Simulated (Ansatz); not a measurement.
Data:

TiNb in space group Cmmm (No. 65; Ti on 2c, Nb on 2a), a = 3.265 Å, b = 4.603 Å, c = 4.658 Å, α = 90.00°, β = 90.00°, γ = 90.00°; the cell used has 2 atoms.

This is the r²SCAN-relaxed structure.

**Question.** All from r²SCAN (plane waves, PAW; program Ansatz), unless another level is named. Predict the formation energy from the elements (no fitted shifts).

**Answer.** 5.3 kJ/mol of atoms.

**Question.** Next, the density of states at the Fermi level?

**Answer.** 1.6 states/eV per atom (mean over ±0.08 eV).

The workflow started from a Materials Project entry (that database holds measured and hypothetical structures alike); the Crystallography Open Database copy checked does not list it. With Ti and Nb taken as one species the cell has the higher symmetry Im-3m, so it may be an ordered model of a mixed-site phase. Its standing as an ambient phase is unchecked. The r²SCAN relaxation kept the symmetry of its start; whether a distortion lowers the energy is not shown. No spin polarisation was allowed. Axis ratios of metals converge slowly with the k-mesh, so a and c are less sure than the volume. The references are the lowest solids computed at this level, not always the standard phases. Spin–orbit coupling is left out wherever it is not named.

Potentials: the later of the program's two PAW sets.
